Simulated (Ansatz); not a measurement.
BN in space group P6_3/mmc (No. 194; B on 2b, N on 2d), a = b = 2.487 Å, c = 6.536 Å, α = β = 90.00°, γ = 120.00°.

Relaxed with LDA.

Task: Decompose the optical modes at the zone centre into irreducible representations, and say which are infrared and Raman allowed.

Result: Point group 6/mmm: Γ_opt = A2u + 2B1g + E1u + 2E2g. Infrared: A2u, E1u. Raman: E2g.

Task: Assign frequencies (DFPT, LDA in the plane-wave PAW code Ansatz; without the LO–TO term).

Result: E2g 40, B1g 108, A2u 768, B1g 810, E1u 1389, E2g 1392 cm⁻¹.

Subscripts of B labels follow the axes of the standard setting.

The first step of the workflow began from a Materials Project structure, measured or hypothetical. Its sites differ from those of the usual phase in this space group: another stacking or structure type. Symmetry was held in the LDA relaxation; phonons on a q-mesh show no instability. A crystal of weakly bound layers computed without a dispersion correction: the cell and the soft elastic constants depend strongly on that.

Potentials: the earlier of the program's two PAW sets.
